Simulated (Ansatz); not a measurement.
A geometry of Al2Ru away from equilibrium: step 2 of the relaxation of a relaxed Al2Ru cell, doubled along one cell vector, shaken by Gaussian noise of σ = 0.08 Å a coordinate. Level of theory: PBE (plane waves to 420 eV, PAW, scalar-relativistic; Ansatz, a quantum-chemistry and plane-wave program). Γ-centred k-mesh 9×9×6 on the run's cell (coarser than for final values), Fermi–Dirac smearing 0.05 eV.

```xyz
6
Lattice="4.2534 -0.0129 -0.0140 -2.1378 3.6108 0.0129 -0.0185 0.0090 5.5448" Properties=species:S:1:pos:R:3:forces:R:3 pbc="T T T" free_energy=-13908.675 pressure_GPa=2.8
Ru     0.1211    -0.0169     1.3992    0.2197    0.2471   -0.8219
Ru    -0.0036    -0.0499     4.0836   -0.6997   -0.0193    0.9976
Al    -0.0251     2.3964     0.0016   -0.0217   -0.1612   -0.0844
Al    -0.0054     2.3736     2.8089   -0.2142    0.2097   -0.1362
Al     2.0849     1.2043     0.0814    0.2943    0.0729   -0.1833
Al     2.0908     1.2157     2.7952    0.4218   -0.3493    0.2282
```

Positions in Å, forces in eV/Å, free energy of the cell in eV (comparable only within this code, potentials and settings). Largest force: 1.22 eV/Å, on Ru2 (atoms numbered as listed); the geometry lies 0.15 eV/atom above the end of its relaxation.

No spin polarisation in the result.

The end of the path is a generated cell of Al2Ru: the first start was made by placing the elements on the sites of a structure type, and the end was not matched to a known phase here, so it may be hypothetical.
